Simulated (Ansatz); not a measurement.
**Ir (omega (AlB2-type)): energy against volume**

Theory: Ansatz, DFT, LDA (PW92), plane waves (420 eV) with PAW, scalar-relativistic. (PAW data from PBE, frozen cores regenerated.)

The cell is scaled uniformly from the relaxed one, with fractional coordinates and shape fixed. Energies are extrapolated to zero smearing, pressures are those at the given smearing. Magnetic state: spin not included.

A Birch-Murnaghan fit gives V₀ = 14.26 Å³/atom, B₀ = 377 GPa, B₀′ = 5.0.

Task: What are the energy above the minimum and the pressure at 12.562 Å³/atom?

Result: 305.7 meV/atom and 65.81 GPa as computed.

Task: What are the energy above the minimum and the pressure at 13.133 Å³/atom?

Result: 123.1 meV/atom and 38.47 GPa as computed.

Task: What are the energy above the minimum and the pressure at 13.704 Å³/atom?

Result: 27.4 meV/atom and 16.92 GPa as computed.
